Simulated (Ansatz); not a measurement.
**Si: clamped-ion strain scan**

These are results of Ansatz, DFT r2SCAN, scalar-relativistic, plane waves, PAW, not measurements. Settings: plane waves to 500 eV, k-mesh 12×12×6 (Γ-centred), Gaussian smearing 0.05 eV. No spin polarisation. Energies are free energies at this smearing, counted from the undisturbed cell; pressure is positive in compression.

The starting cell (as given, not relaxed at this level; it stands at 0.2 GPa; this form isn't the usual structure):

```
Si
1.0
     3.83132    0.00000    0.00000
    -1.91566    3.31802    0.00000
     0.00000    0.00000    6.33262
Si
4
Direct
  0.33333 0.66667 0.06301
  0.66667 0.33333 0.56301
  0.33333 0.66667 0.43699
  0.66667 0.33333 0.93699
```

The cell is strained by ε times the Voigt pattern (0, 1, 0, 0, 0, 0) (xx, yy, zz, yz, xz, xy; engineering shear) with fractional coordinates fixed.

| ε | ΔE (meV/atom) | stress summed along the pattern (GPa, tension positive) | pressure (GPa) | gap on the mesh (eV) |
| --- | --- | --- | --- | --- |
| -0.1500 | 463.2 | -58.03 | 25.3 | 0.00 |
| -0.1125 | 238.6 | ? | 16.6 | 0.00 |
| -0.0750 | 97.4 | -22.41 | ? | 0.00 |
| -0.0375 | 22.5 | -9.88 | 4.3 | 0.25 |
| 0.0000 | 0.0 | -0.10 | 0.2 | 0.60 |
| 0.0375 | 18.0 | 7.42 | -3.0 | 0.39 |
| 0.0750 | 67.1 | ? | -5.4 | ? |
| 0.1125 | 139.3 | 17.26 | -7.2 | 0.03 |
| 0.1312 | 181.7 | 18.84 | -7.9 | 0.00 |
| 0.1500 | 227.8 | 20.09 | -8.5 | 0.00 |

Where the gap reads zero the k-mesh, chosen for the insulator, is on the coarse side.

**Question.** Give the withheld values.

**Answer.** stress summed along the pattern (GPa, tension positive) at ε = -0.1125: -38.17; pressure (GPa) at ε = -0.0750: 9.7; stress summed along the pattern (GPa, tension positive) at ε = 0.0750: 13.13; gap on the mesh (eV) at ε = 0.0750: 0.20.